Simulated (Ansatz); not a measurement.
Space group I4/mmm (No. 139). a = 4.137 Å, b = 4.137 Å, c = 8.629 Å, α = 90.00°, β = 90.00°, γ = 90.00°
```csv
atom,site,symmetry,x,y,z
Cd,4d,-4m2,0.0000,0.5000,0.2500
Cd,2b,4/mmm,0.5000,0.5000,0.0000
Pt,2a,4/mmm,0.0000,0.0000,0.0000
```

Equation of state of this Cd$_{3}$Pt structure (not necessarily the ground state), with shape and atoms relaxed at each volume where symmetry leaves them free. It has no gap at any of these volumes. Computed with DFT r2SCAN, scalar-relativistic, plane waves, PAW (Ansatz 0.2.0).

Cutoff 500 eV; k points 14×14×14 on the computed 4-atom cell (Γ-centred); Gaussian smearing, width 0.10 eV; no spin polarisation.

```tsv
V (Å³/atom)	E − E(largest V) (meV/atom)	P (GPa)
17.353	5.88	8.04
17.907	-14.05	3.64
18.461	-20.11	0.01
19.015	-14.74	-2.98
19.569	0.00	-5.43
```

Fit a third-order Birch–Murnaghan equation to E(V).

V0 = 18.46 Å³/atom, B0 = 110 GPa, B0' = 5.5.

Spin-orbit coupling is left out, which matters for the bands of heavy elements.

Cost: 5 runs of about 12 core-minutes in all, on Intel Xeon Platinum 8488C (Sapphire Rapids) (shared hosts).